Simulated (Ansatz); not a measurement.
This run works on a generated trial structure, not on a known crystal.

Input and command of a plane-wave DFT calculation in Ansatz:

```yaml
crystal:
  lattice:
    - [4.18219048, 0.0, 0.0]
    - [-2.09109524, 3.6218832, 0.0]
    - [0.0, 0.0, 6.82766897]
  atoms:
    - { symbol: Nd, position: [0.33333333, 0.66666667, 0.0] }
    - { symbol: Nd, position: [0.66666667, 0.33333333, 0.5] }
    - { symbol: Hf, position: [0.33333333, 0.66666667, 0.38499999] }
    - { symbol: Hf, position: [0.66666667, 0.33333333, 0.88499999] }
basis:
  ecutwfc: 660
kpoints:
  mp_grid: { grid: [5, 5, 3] }
hamiltonian:
  xc: pbe
  pseudopotentials:
    kind: paw
    azcp: { Nd: "pseudopotentials/pbe/nc/lanthanide_3plus/Nd.nc.azcp" }
scf:
  occupations: { method: gaussian, width: 0.2 }
  lower_state_search: "off"
output:
  forces: true
  stress: true
  eigenvalues: true
relax:
  adjacent_minimum: "off"
  f_tol: 0.08
  max_steps: 16
  cell: { stress_tol: 0.8 }
```

```bash
ansatz run input.yaml --threads 1 --pin off --max-ram 2816MiB --backend cpu --events-out ev --progress --plain --runs-dir out
```

Processor: Arm Neoverse V1, 1 thread, on a host shared with other jobs.

Q: Estimate time, memory and problem size.

A: About 2.2 min, peak memory 0.46 GiB. It solves 45 bands at 10 k points (after reduction by symmetry) with about 5965 plane waves (on the last cell), in 80 SCF iterations over 11 ionic steps.

With its 4f electrons in the core of a norm-conserving potential, the lanthanide is trivalent by construction, without f bands, f moments or other valences.
